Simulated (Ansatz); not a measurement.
Below is a relaxed structure of AlCo4. It was relaxed at this level from a Materials Project cell.

Theory: DFT PBE, scalar-relativistic, plane waves, PAW in Ansatz 0.2.0. Cutoff 420 eV, Γ-centred mesh, Gaussian smearing, collinear spin.

```
CELL_PARAMETERS angstrom
1.28767 0.74344 10.01204
-1.28767 0.74344 10.01204
0.00000 -1.48688 10.01204
ATOMIC_POSITIONS crystal
Al 0.00000 0.00000 0.00000
Co 0.59860 0.59860 0.59860
Co 0.20022 0.20022 0.20022
Co 0.79978 0.79978 0.79978
Co 0.40140 0.40140 0.40140
```

The zero of energy is the elements' standard structures at the same level; no fitted shifts are applied.

(1) Find its symmetry and describe it.

(2) How far does it lie from the elements in energy?

(3) Is it a metal?

(4) Which magnetic moments does it keep?

## Answers

(1) R-3m (No. 166), with Al and Co ordered on fcc sites. Conventional cell: a = 2.575 Å, c = 30.036 Å. Around Al lie 6 Co at 2.53 Å and 6 Al at 2.58 Å; around Co on its first site lie 9 Co at 2.46–2.58 Å and 3 Al at 2.53 Å; Co on its second site is surrounded by 12 Co at 2.46–2.58 Å.

(2) −0.03 eV/atom. The formation energy is too near zero to say whether this cell lies below the elements.

(3) Yes, bands cross the Fermi level on the 18×18×18 mesh.

(4) 1.20 μB per atom net, the space between the atoms included; by site: Co 1.4 (×2), 1.8 (×2) μB.

The last run used collinear spin, an 18×18×18 mesh for its 5-atom cell and Gaussian smearing of 0.10 eV. For metals, differences of a few meV/atom aren't resolved. Another magnetic order may lie lower. Symmetry constrained the relaxation, so the result can be a saddle point.
